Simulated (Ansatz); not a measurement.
**Elastic constants of Cu3Pd: input and output**

Computed with DFT PBEsol, scalar-relativistic, plane waves, PAW (Ansatz).

Launched with:
```bash
ansatz run input.yaml --threads 1 --pin off --max-ram 3072MiB --backend cpu --events-out ev --progress --plain --runs-dir out
```

Input (bare energies are in eV):
```yaml
crystal:
  lattice:
    - [3.655000153, 0.0, 0.0]
    - [0.0, 3.655000153, 0.0]
    - [0.0, 0.0, 3.6548490957]
  atoms:
    - { symbol: Cu, position: [0.0, 0.5, 0.5] }
    - { symbol: Cu, position: [0.5, 0.0, 0.5] }
    - { symbol: Cu, position: [0.5, 0.5, 0.0] }
    - { symbol: Pd, position: [0.0, 0.0, 0.0] }
basis:
  ecutwfc: 420
kpoints:
  mp_grid: { grid: [12, 12, 12] }
hamiltonian:
  xc: pbesol
scf:
  occupations: { method: fermi_dirac, width: 0.15 }
output:
  forces: true
  stress: true
  eigenvalues: true
elastic:
  mode: relaxed_ion
  amplitude: 0.005
  stencil: two_point
```

From the output:
```
--- Elastic constants: 4 strain directions × 2 members + reference (group order 16) ---
  dense FFT box of the reference and of every strained cell: 25×25×25
  strains applied: 11, 33, 23, 12; error gains: componentwise 1.00 (the most a stress slope's error grows in a printed constant), spectral 1.41 (1 for all six strains in a standard setting)
  C = ∂σ_k/∂η_j (tension-positive GPa; Voigt order 11 22 33 23 13 12):
       220.935    155.149    155.177      0.000      0.000     -0.000
       155.149    220.935    155.177      0.000      0.000     -0.000
       155.173    155.173    220.928      0.000      0.000     -0.000
         0.000      0.000      0.000     90.957      0.000      0.000
         0.000      0.000      0.000      0.000     90.957      0.000
        -0.000     -0.000      0.000      0.000      0.000     90.920
  reference stress σ⁰ (GPa):      0.002      0.002     -0.000     -0.000     -0.000     -0.000
  C* (energy form; C + prestress term) asymmetry max|C*_kj − C*_jk| = 7.085e-3 GPa — a small one proves nothing (zero by symmetry where the batch's group is 432, −43m or m−3m); a large one is finite-difference/SCF noise where every solve ...
  moduli (Voigt/Reuss/Hill, GPa): K = 177.09/177.09/177.09   G = 67.72/53.30/60.51   E = 162.97   ν = 0.347
  mechanically stable: yes (min eigenvalue of sym C = 65.75 GPa)
  strain η (Voigt 11):  stress-route row diagonal C_11 = 220.93 GPa, energy-path curvature d²(F+E_count+ΔE)/dδ²/Ω₀ = 220.90 GPa
         δ    σ_11 (GPa) F (eV) n_scf n_hpsi n_pw
    -5.000e-3      -1.1169      -26673.3990485      13  360015    968   relax 0 steps, max|allowed force component| 1.46e-29 eV/Å
     5.000e-3       1.0924      -26673.3990526       9  262935    976   relax 0 steps, max|allowed force component| 1.97e-30 eV/Å
  strain η (Voigt 33):  stress-route row diagonal C_33 = 220.93 GPa, energy-path curvature d²(F+E_count+ΔE)/dδ²/Ω₀ = 220.89 GPa
         δ    σ_33 (GPa) F (eV) n_scf n_hpsi n_pw
    -5.000e-3      -1.1196      -26673.3990439      13  205830    968   relax 0 steps, max|allowed force component| 1.08e-28 eV/Å
     5.000e-3       1.0897      -26673.3990568      10  160053    976   relax 0 steps, max|allowed force component| 7.57e-29 eV/Å
  strain η (Voigt 23):  stress-route row diagonal C_44 = 90.96 GPa, energy-path curvature d²(F+E_count+ΔE)/dδ²/Ω₀ = 91.00 GPa
         δ    σ_23 (GPa) F (eV) n_scf n_hpsi n_pw
    -5.000e-3      -0.4548      -26673.3995463       9  423160    972   relax 0 steps, max|allowed force component| 0.00e0 eV/Å
     5.000e-3       0.4548      -26673.3995463       8  369152    972   relax 0 steps, max|allowed force component| 0.00e0 eV/Å
  strain η (Voigt 12):  stress-route row diagonal C_66 = 90.92 GPa, energy-path curvature d²(F+E_count+ΔE)/dδ²/Ω₀ = 90.97 GPa
         δ    σ_12 (GPa) F (eV) n_scf n_hpsi n_pw
    -5.000e-3      -0.4546      -26673.3995474       9  245597    972   relax 0 steps, max|allowed force component| 4.73e-30 eV/Å
     5.000e-3       0.4546      -26673.3995474       8  214631    972   relax 0 steps, max|allowed force component| 6.90e-29 eV/Å
```

Time: 5.7 min on 1 thread of Arm Neoverse V2, with other jobs on the host, peak memory 1.1 GiB.

In a metal, frequencies and elastic constants depend on the k mesh and the smearing, soft modes and shear constants most.